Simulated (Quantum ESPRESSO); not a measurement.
```
MgO
1.0
    0.00000     2.09700     2.09700
    2.09700     0.00000     2.09700
    2.09700     2.09700     0.00000
Mg O
1 1
Direct
  0.00000   0.00000   0.00000
  0.50000   0.50000   0.50000
```
The cell comes from the Materials Project (a computed structure). It is MgO in Fm-3m. Stability against distortions was not tested.

With PBE (σ by GIPAW in a modified build of Quantum ESPRESSO; JTH PAW datasets, 22.5 Ha):

```json
[
 {"quantity": "σ_iso Mg (ppm)", "PBE": "522.3"},
 {"quantity": "σ_iso O (ppm)", "PBE": "189.5"}
]
```

These are absolute shieldings with no macroscopic susceptibility term; δ = σ_ref − σ needs a reference computed alike. By our sweeps, such settings leave a few ppm in absolute σ. The datasets of Mg hold no d projectors, which limits absolute σ on these atoms. Static lattice: thermal averaging is not included.

Q: What does the LDA, on its own JTH datasets and the same geometry, give?

A: 
| quantity | LDA | LDA − PBE |
|---|---|---|
| σ_iso Mg (ppm) | 508.2 | -14.1 |
| σ_iso O (ppm) | 173.4 | -16.1 |
